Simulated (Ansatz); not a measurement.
Relaxed Bi₂Se₃ (Bi2Te3 type, space group R-3m):

```xyz
5
Lattice="2.0722 1.1964 9.4818 -2.0722 1.1964 9.4818 0.0000 -2.3928 9.4818" Properties=species:S:1:pos:R:3 pbc="T T T"
Bi     0.0000     0.0000    11.4032
Bi     0.0000     0.0000    17.0423
Se     0.0000     0.0000     0.0000
Se     0.0000     0.0000     5.9884
Se     0.0000     0.0000    22.4571
```

Scan: atom 3 (Se, nearest neighbour Bi at 3.069 Å; its periodic images, 4.1 Å or more away, move with it) is displaced along Cartesian [110], direction (0.707, 0.707, 0.000) in Cartesian axes, by s. The other atoms stay.

These are PBE-D3(BJ) (plane waves to 420 eV, PAW, scalar-relativistic; Ansatz, a first-principles code) values and carry that method's errors. k mesh 8×8×8 (Γ-centred), Fermi-Dirac smearing 0.05 eV. The energy includes the smearing's −TS. Bi2Se3 was relaxed with its symmetry unable to fall. Spin-orbit coupling is left out, though Bi is heavy. The PAW data are Ansatz's earlier set. ΔE is measured from the undisplaced structure.

```json
[
 {"s (Å)": "-0.610", "ΔE (meV/cell)": "620"},
 {"s (Å)": "-0.488", "ΔE (meV/cell)": "389"},
 {"s (Å)": "-0.366", "ΔE (meV/cell)": "215"},
 {"s (Å)": "-0.244", "ΔE (meV/cell)": "withheld"},
 {"s (Å)": "-0.122", "ΔE (meV/cell)": "23"},
 {"s (Å)": "0.000", "ΔE (meV/cell)": "0"},
 {"s (Å)": "0.122", "ΔE (meV/cell)": "23"},
 {"s (Å)": "0.244", "ΔE (meV/cell)": "withheld"},
 {"s (Å)": "0.366", "ΔE (meV/cell)": "215"},
 {"s (Å)": "0.488", "ΔE (meV/cell)": "389"},
 {"s (Å)": "0.610", "ΔE (meV/cell)": "620"}
]
```

Q: Fit an even polynomial form (powers 2, 4) to the given rows and predict ΔE at s = 0.244.

A: Least squares on the 9 given rows: ΔE = (1572)·s² + (253.1)·s⁴, in meV/cell with s in Å; root-mean-square residual 0.3 meV/cell. At 0.244 the fit gives 94 meV/cell; the calculation gives 94 meV/cell, the same to the digits shown. The quadratic term alone would give 94 meV/cell.

(For displaced atoms, the force is minus the slope of the energy, and its curvature is a force constant, which sets phonon frequencies.)
